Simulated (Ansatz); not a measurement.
**Fields on a plane of Nb3Sn (A15, Cr3Si type)**

```
CELL_PARAMETERS angstrom
      5.30438     0.00000     0.00000
      0.00000     5.30438     0.00000
      0.00000     0.00000     5.30438
ATOMIC_POSITIONS crystal
  Nb 0.25000 0.00000 0.50000
  Nb 0.75000 0.00000 0.50000
  Nb 0.00000 0.50000 0.25000
  Nb 0.00000 0.50000 0.75000
  Nb 0.50000 0.25000 0.00000
  Nb 0.50000 0.75000 0.00000
  Sn 0.00000 0.00000 0.00000
  Sn 0.50000 0.50000 0.50000
```

The slice is a {210} plane (indices of the conventional cell) through the point (0.500, 0.250, 0.000) (fractional), spanned by u = [100] and v = [021] in vectors of this cell: u (5.30 Å) and v (11.86 Å, at 90° to u). It covers one period; positions are fractions (u, v).

Atoms on it: Nb at (0.00, 0.00). Other atoms lie within 1 Å of the plane.

Calculation: r2SCAN (plane waves to 500 eV, PAW, scalar-relativistic; Ansatz, a program for electronic structure). k mesh 9×9×9. Near the nuclei the fields are pseudised (PAW); where an atom keeps semicore shells as valence, they peak there. Nb3Sn is run without spin polarisation. Nb3Sn was relaxed with its symmetry unable to fall.

```tsv
v \ u	0.00	0.11	0.22	0.33	0.44	0.56	0.67	0.78	0.89
0.90	-0.4	-0.6	-0.6	-0.4	0.4	0.4	-0.4	-0.6	-0.6
0.80	-0.5	-0.6	-0.7	-0.7	-0.6	-0.6	-0.7	-0.7	-0.6
0.70	-0.6	-0.6	-0.7	-0.6	0.0	0.0	-0.6	-0.7	-0.6
0.60	0.5	0.0	-0.6	-0.5	0.0	0.0	-0.5	-0.6	0.0
0.50	-0.5	-0.6	-0.6	-0.7	-0.7	-0.7	-0.7	-0.6	-0.6
0.40	-0.5	-0.1	0.5	0.3	-0.4	-0.4	0.3	0.5	-0.1
0.30	-0.7	-0.7	-0.6	-0.7	-0.7	-0.7	-0.7	-0.6	-0.7
0.20	-0.5	-0.6	-0.7	-0.5	0.0	0.0	-0.5	-0.7	-0.6
0.10	-0.4	-0.6	-0.7	-0.5	0.0	0.0	-0.5	-0.7	-0.6
0.00	0.6	0.6	-0.5	-0.7	-0.6	-0.6	-0.7	-0.5	0.6
```

Values: log₁₀ of the valence density in e/Å³. The scale is logarithmic, as a density can span decades between atoms and voids.

```
|xxxx3322xxxx2233xx|
|00447700xxxx007744|
|55778822xxxx228877|
|115588885555888855|
|447799885555889977|
|44779922xxxx229977|
|xx005500xxxx005500|
|xxxx4411xxxx1144xx|
|xx0077885555887700|
|444444669999664444|
|6600xxxx5555xxxx00|
|44xxxxxx0000xxxxxx|
|7700xxxx4444xxxx00|
|997755668888665577|
|447799885555889977|
|00448822xxxx228844|
|33668800xxxx008866|
|00448822xxxx228844|
|xxxx558844448855xx|
|xxxx008855558800xx|
```
Scale: ten equal steps from 3.00 (start of '0') to 11.48 (end of '9'), in the order '0123456789'. Values: electrostatic potential energy of an electron, from the cell's mean, in eV. The map has 9 points along u (two characters each, u = 0 at the left) and 20 along v (v = 0 in the bottom row). Points within 1 Å of a nucleus are blanked (x), as the pseudised field means little there. Values under 3 eV are set to 3. The zero, the cell's mean, hangs on the PAW cores.
